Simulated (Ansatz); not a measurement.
Theory: Ansatz, DFT PBE, scalar-relativistic, plane waves, PAW. All cells share a 420 eV cutoff and Γ-centred k meshes spaced about 0.3 Å⁻¹ or finer (0.25 for metals, 2π included). No spin polarisation.

Temperature and zero-point effects are left out.

Compare these two cells of Te2Mo2Pt, each relaxed at this level.

A. Space group P-3m1 (No. 164), trigonal, a = 3.213 Å, c = 12.467 Å. Te has 3 Mo at 2.70 Å and 6 Te at 3.21 Å; Mo has 3 Te at 2.70 Å, 3 Pt at 2.80 Å and 6 Mo at 3.21 Å; around Pt lie 6 Mo at 2.80 Å and 6 Pt at 3.21 Å.

B. Space group P4/mbm (No. 127), tetragonal, a = 7.084 Å, c = 3.883 Å. Te is surrounded by 6 Mo at 2.84–2.85 Å and 1 Te at 3.26 Å; Mo is surrounded by 1 Mo at 2.60 Å, 2 Pt at 2.78 Å and 6 Te at 2.84–2.85 Å; Pt has 4 Mo at 2.78 Å and 8 Te at 3.29 Å.

Question: Which is lower in energy, and by how much?

Answer: A is lower, by 80 meV/atom. A has space group P-3m1 (No. 164), 22.3 Å³/atom and no gap on its mesh; B has space group P4/mbm (No. 127), 19.5 Å³/atom and no gap. Counting Te atoms around Mo and Pt (those within 1.25 times the shortest such distance or 1.15 times the sum of covalent radii, 1.27 where that leaves under three; a plus sign parts nearer from farther groups; the shortest distance is added where it exceeds 1.18 times the sum of covalent radii), A has Mo 3, Pt 6+6 from 4.5 Å and B has Mo 6, Pt 8 from 3.3 Å. Even the lower one lies +0.22 eV/atom against the reference forms of the elements (uncorrected), so neither is stable at this level. Both come from trial cells of a structure search, whose lowest cell (P2_1/m, 24.3 Å³/atom) lies 0.35 eV/atom below the lower of the two.

Weakly bound directions are ill-defined at this level, which has no dispersion term (P-3m1), and this can change margins and order among such cells. These runs have no spin–orbit coupling, which can matter for Pt and Te. Trial moments fell under 0.15 μB along the way in P-3m1 and P4/mbm; another start might hold them. Cells relaxed within their symmetry can be saddle points. Some types were kept out of the candidates beforehand, so the set may lack a known form.
